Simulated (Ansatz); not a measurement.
Al$_{2}$O$_{3}$:
```xyz
10
Lattice="4.9120 2.7649 0.0000 -4.9120 2.7649 0.0000 -3.0918 0.0000 4.7864" Properties=species:S:1:pos:R:3 pbc="T T T"
Al    -5.7037     3.1877     2.4765
Al    -4.1578     2.3421     0.0832
Al     0.8743     3.0728     2.3560
Al    -0.6716     2.4570     4.7492
O     -6.0537     3.5557     4.2347
O     -4.5078     1.9741     1.8415
O      0.9915     2.7854     4.1333
O      2.5374     2.7445     1.7401
O     -1.7241     3.6682     4.1505
O     -0.1782     1.8616     1.7573
```

Relaxed with PBE. Special points in fractions of this cell's reciprocal vectors: Γ (0.000, 0.000, 0.000); C (0.362, 0.362, 0.000); C2 (-0.362, 0.638, 0.000); Y2 (-0.500, 0.500, 0.000); M2 (-0.500, 0.500, 0.500); D (-0.257, 0.743, 0.500); D2 (0.257, 0.257, 0.500); A (0.000, 0.000, 0.500); L2 (0.000, 0.500, 0.500); V2 (0.000, 0.500, 0.000).

**Question.** List the band energies nearest the valence-band maximum at these points for plane-wave PAW PBE (Ansatz code).

**Answer.** In eV from the valence-band maximum; about four levels below and three above (degenerate sets whole), none deeper than 8.9 eV; points with the same levels are listed once.

```csv
k,below,above
Γ,-0.74 -0.50 -0.07 -0.02,3.92 7.72 8.00
C,-1.00 -0.61 -0.43 -0.33,6.53 7.22 7.63
Y2,-0.97 -0.67 -0.26 -0.16,6.16 7.39 8.51
M2,-0.45 -0.45 -0.26 -0.26,6.47 6.47 7.72 7.72
D,-0.69 -0.69 -0.43 -0.43,7.13 7.13 7.84 7.84
A,-0.91 -0.91 -0.15 -0.15,6.47 6.47 8.29 8.29
L2,-1.02 -0.58 -0.41 -0.32,6.81 7.23 7.86
V2,-0.97 -0.73 -0.33 -0.25,6.05 6.84 7.88
```

Space group Cc. The start of the workflow was typed in or built on a structure type; neither database checked (COD, Materials Project) lists it. It is not the phase usual at ambient conditions (space group No. 167). The cell was relaxed with PBE under the symmetry of its start; its stability against distortions is not shown here.

Potentials: the earlier of the program's two PAW sets.
